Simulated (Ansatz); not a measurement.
**Bi₄Te₃ at a changed volume — ²⁰⁹Bi nuclear quadrupole resonance**

Cell: an entry of the Crystallography Open Database (COD), relaxed with PBE at fixed cell and then changed (volume scaled by 1.02, ions relaxed).

```cif
data_Bi4Te3
_symmetry_space_group_name_H-M 'R-3m:H'
_symmetry_Int_Tables_number 166
_cell_length_a 4.4805
_cell_length_b 4.4805
_cell_length_c 42.1654
_cell_angle_alpha 90.000
_cell_angle_beta 90.000
_cell_angle_gamma 120.000
loop_
_atom_site_label
_atom_site_type_symbol
_atom_site_symmetry_multiplicity
_atom_site_Wyckoff_symbol
_atom_site_fract_x
_atom_site_fract_y
_atom_site_fract_z
Bi1 Bi 6 c 0.0000 0.0000 0.7140
Bi3 Bi 6 c 0.0000 0.0000 0.1469
Te5 Te 3 a 0.0000 0.0000 0.0000
Te6 Te 6 c 0.0000 0.0000 0.4212
```

One atom of each set is listed; the run and its k-mesh use a cell of 7 atoms with edges of 14.29, 14.29, 14.29 Å.

All values are calculated (Ansatz; DFT, PBE, plane waves and PAW, scalar-relativistic, 420 eV cutoff, Γ-centred 12×12×12 k-points, Fermi–Dirac smearing 0.05 eV), not measured.

²⁰⁹Bi: I = 9/2, Q = -516.0 mb (year-2017 value). Static lattice, zero field.

Q: At which frequencies do the ²⁰⁹Bi NQR lines lie?

A: For I = 9/2 and η = 0 the lines are |C_Q|/24 times 1, 2, 3 and 4; η shifts the lowest up most.

```tsv
site	atoms	V_zz (10²¹ V/m²)	C_Q (MHz)	η	line frequencies (MHz)
Bi1	2	0.62	-7.73	0.00	0.322, 0.644, 0.967, 1.29
Bi3	2	4.96	-61.9	0.00	2.58, 5.16, 7.74, 10.3
```

An axis of threefold or higher order runs through Bi1 and Bi3, so V_zz lies along it and η is zero.

Spin–orbit coupling is left out, which shifts gradients on Bi by a few per cent in wide-gap crystals, and can shift them far more where the calculated gap is small or absent, as here. Newer work puts Q(²⁰⁹Bi) near −420 mb, which would lower these couplings by about a fifth. With a gap of 0.19 eV under a smearing of 0.05 eV the band edges are partly filled, so small gradients can hang on the smearing and the k-mesh.

The relaxation (3 steps) took 5.9 min of wall time (5.8 min of CPU time) and 2.4 GiB at its peak, on 1 thread of Intel Xeon Platinum 8259CL CPU @ 2.50GHz (Skylake/Cascade Lake) (x86_64; 16 cores open to the job, memory cap 3.0 GiB, no GPU), a shared host with a load of 0.4 a core.
